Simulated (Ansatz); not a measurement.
YAl2Ge2 in space group P-3m1 (No. 164; Y on 1a, Al on 2d, Ge on 2d), the program Ansatz at the r²SCAN level (PAW), all energies at zero smearing, with the estimated change up to a 700 eV cutoff added, with one set of potentials and settings (totals compare only within such a set). Cell of 5 atoms (1 Y, 2 Al, 2 Ge): -13548.856 eV.

```
element                reference phase  E (eV/atom)
-------  -----------------------------  -----------
Y        P6_3/mmc, 2 atoms in the cell   -3859.7274
Al          Fm-3m, 1 atoms in the cell    -540.4106
Ge          Fd-3m, 2 atoms in the cell   -4302.9121
```

Formation energy per atom, worked out: (-13548.856 − 1×(-3859.7274) − 2×(-540.4106) − 2×(-4302.9121))/5 = -0.497 eV/atom (-48 kJ per mol of atoms), at 0 K, without zero-point energy or fitted corrections.

The workflow started from a Materials Project entry (that database holds measured and hypothetical structures alike); the Crystallography Open Database files this formula in space group No. 164, but the cells were not matched. Whether it is the stable phase at ambient conditions was not checked. Symmetry was held in the r²SCAN relaxation; its stability against distortions is not shown here. No spin polarisation was allowed. The references are the lowest solids computed at this level, not always the standard phases.

Potentials: the earlier of the program's two PAW sets.
